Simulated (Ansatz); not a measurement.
SiO2:
```xyz
12
Lattice="4.9817 0.0000 0.0000 0.0000 4.9817 0.0000 0.0000 0.0000 6.9195" Properties=species:S:1:pos:R:3 pbc="T T T"
Si     0.9853     0.9853     0.0000
Si     1.5056     3.4761     5.1896
Si     3.9965     3.9965     3.4598
Si     3.4761     1.5056     1.7299
O      3.0330     3.6778     4.7138
O      3.7948     0.5421     2.9839
O      1.9488     1.3039     1.2540
O      1.1869     4.4396     6.4437
O      0.5421     3.7948     3.9356
O      1.3039     1.9488     5.6655
O      4.4396     1.1869     0.4759
O      3.6778     3.0330     2.2057
```

Relaxed with r²SCAN.

Give the Bader charges and basin volumes of the independent atoms, DFT-r²SCAN in the program Ansatz with PAW potentials.



```
atom  Bader charge (e)  Bader volume (Å³)
----  ----------------  -----------------
Si1              +3.37                2.7
O5               -1.68               19.1
```

Space group P4_32_12. The workflow started from a Materials Project entry (that database holds measured and hypothetical structures alike); the Crystallography Open Database files this formula in space group No. 96, but the cells were not matched. It is not the phase usual at ambient conditions (space group No. 92, 152, 154). The r²SCAN relaxation kept the symmetry of its start; its stability against distortions is not shown here.

Potentials: the earlier of the program's two PAW sets.
